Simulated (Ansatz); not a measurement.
Profile along the Pd–Pd line in Pd (fcc, Cu type)

Pd (fcc, Cu type), conventional cell a = b = c = 3.876 Å, α = β = γ = 90.00°. The calculation uses the primitive cell of 1 atom, to which meshes and values per cell refer.

Fields along a shortest Pd–Pd line of a {100} plane (2.74 Å), from Pd to Pd, interpolated on the slice's grid (step about 0.1 Å). Level of theory: PBEsol (plane waves to 420 eV, PAW, scalar-relativistic; Ansatz, a quantum-chemistry and plane-wave program). k mesh 21×21×21. Inside the PAW spheres the values are not all-electron values, and peaks at nuclei hang on which shells count as valence. Pd is run without spin polarisation. Pd was relaxed with its symmetry unable to fall.

| distance from Pd (Å) | valence electron density (e/Å³) | electron localisation function |
|---|---|---|
| 0.00 | 13.88 | x |
| 0.14 | 13.60 | x |
| 0.27 | 12.52 | x |
| 0.41 | 10.24 | x |
| 0.55 | 6.98 | 0.53 |
| 0.69 | 3.77 | 0.51 |
| 0.82 | 1.70 | 0.42 |
| 0.96 | 0.81 | 0.30 |
| 1.10 | 0.48 | 0.22 |
| 1.23 | 0.34 | 0.20 |
| 1.37 | 0.31 | 0.21 |
| 1.51 | 0.34 | 0.20 |
| 1.64 | 0.48 | 0.22 |
| 1.78 | 0.81 | 0.30 |
| 1.92 | 1.70 | 0.42 |
| 2.06 | 3.77 | 0.51 |
| 2.19 | 6.98 | 0.53 |
| 2.33 | 10.24 | x |
| 2.47 | 12.52 | x |
| 2.60 | 13.60 | x |
| 2.74 | 13.88 | x |

x: too close to a nucleus for the ELF to mean much.

Density on the Pd–Pd line (2.74 Å) at its midpoint: 0.31 e/Å³. ELF at that point: 0.21.
